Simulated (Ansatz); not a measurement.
Values for one crystal, relaxed and computed with plane-wave PAW PBEsol (Ansatz code); other levels are named.

| Item | Result |
|---|---|
| Volume per atom | 15.07 Å³ |
| Electronic character | metallic (no gap) |
| Young's modulus | 314 GPa |
| Gap with spin–orbit coupling | none (metallic) |
| Density of states at the Fermi level | 1.2 states/eV per atom (mean over ±0.08 eV) |
| Debye temperature from the elastic constants | 404 K |
| Mechanical stability | stable (all eigenvalues of C positive) |

Problem. Pick the material that matches.
A) ZrIr, CsCl type
B) Mo3Ir, A15 (Cr3Si type)
C) AlIr, CsCl type
D) MnIr, P4/mmm (Mn on 1b, Ir on 1c)

Solution. B, Mo3Ir, A15 (Cr3Si type)

Space group Pm-3n (A15 (Cr3Si type)). The workflow started from a Materials Project entry (that database holds measured and hypothetical structures alike); the Crystallography Open Database copy checked does not list it. Its standing as an ambient phase is unchecked. The PBEsol relaxation kept the symmetry of its start; of distortions, only those at the zone centre were tested. No spin polarisation was allowed. As this level gives no gap, shear constants depend on the k-mesh and smearing (Fermi–Dirac, 0.1 eV here). Scalar-relativistic: spin–orbit coupling is off unless named, which matters more the heavier the elements.

Potentials: the later of the program's two PAW sets.
